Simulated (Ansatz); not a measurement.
Input and command of a plane-wave DFT calculation in Ansatz:

```yaml
crystal:
  lattice:
    - [0.0, 3.235, 3.186475]
    - [3.235, 0.0, 3.186475]
    - [3.235, 3.235, 0.0]
  atoms:
    - { symbol: Bi, position: [0.0, 0.0, 0.0] }
    - { symbol: Te, position: [0.5, 0.5, 0.5] }
basis:
  ecutwfc: 420
kpoints:
  mp_grid: { grid: [14, 14, 14] }
hamiltonian:
  xc: pbesol
scf:
  occupations: { method: gaussian, width: 0.15 }
output:
  forces: true
  stress: true
  eigenvalues: true
```

```bash
ansatz run input.yaml --threads 1 --pin off --max-ram 2560MiB --backend cpu --events-out ev --progress --plain --runs-dir out
```

Processor: Intel(R) Xeon(R) 6975P-C (Granite Rapids), 1 thread, on a host shared with other jobs.

**Question.** Estimate time, memory and problem size.

**Answer.** About 8.7 s on 1 thread of Intel(R) Xeon(R) 6975P-C (Granite Rapids), on a shared host, peak memory 0.59 GiB. It solves 20 bands at 244 k points (the mesh reduced by symmetry) with about 1307 plane waves, in 6 SCF iterations.
